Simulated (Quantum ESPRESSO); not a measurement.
**Kohn-Sham bands of Ge₂Pt (Pnnm)**

```
Ge2Pt
1.0
    5.74112     0.00000     0.00000
    0.00000     6.22163     0.00000
    0.00000     0.00000     2.98876
Ge Pt
4 2
Direct
  0.83039   0.37320   0.00000
  0.16961   0.62680   0.00000
  0.33039   0.12680   0.50000
  0.66961   0.87320   0.50000
  0.00000   0.00000   0.00000
  0.50000   0.50000   0.50000
```

Cell from Materials Project (mp-1543), symmetrised, no further relaxation. COD (Crystallography Open Database) has an entry of this formula and space group (matched by these alone). Computed values, not measurements, from PBEsol: Quantum ESPRESSO (norm-conserving PseudoDojo potentials, cutoff 68 Ry, no spin polarisation, no spin-orbit coupling) on a Γ-centred 4×4×8 mesh, then Wannier90. Density: 6×6×10 mesh, cold smearing 0.01 Ry. Spin-orbit coupling is left out although heavy elements are present.

Energies are relative to the Fermi level; weights are on the orthonormalised atomic waves of the pseudopotential files, averaged over the group. 92 electrons a cell are treated as valence.

### Question
Into which isolated groups do the bands fall, where do they lie and what are they made of?

### Answer
```tsv
bands	from (eV)	to (eV)	filling	weight on atomic waves
1–2	-98.94	-98.94	filled	Pt 5s 97 %
3–8	-53.14	-52.96	filled	Pt 5p 99 %
9–28	-24.52	-24.28	filled	Ge 3d 100 %
```

No gap over 0.05 eV opens at the Fermi level at this level of theory.
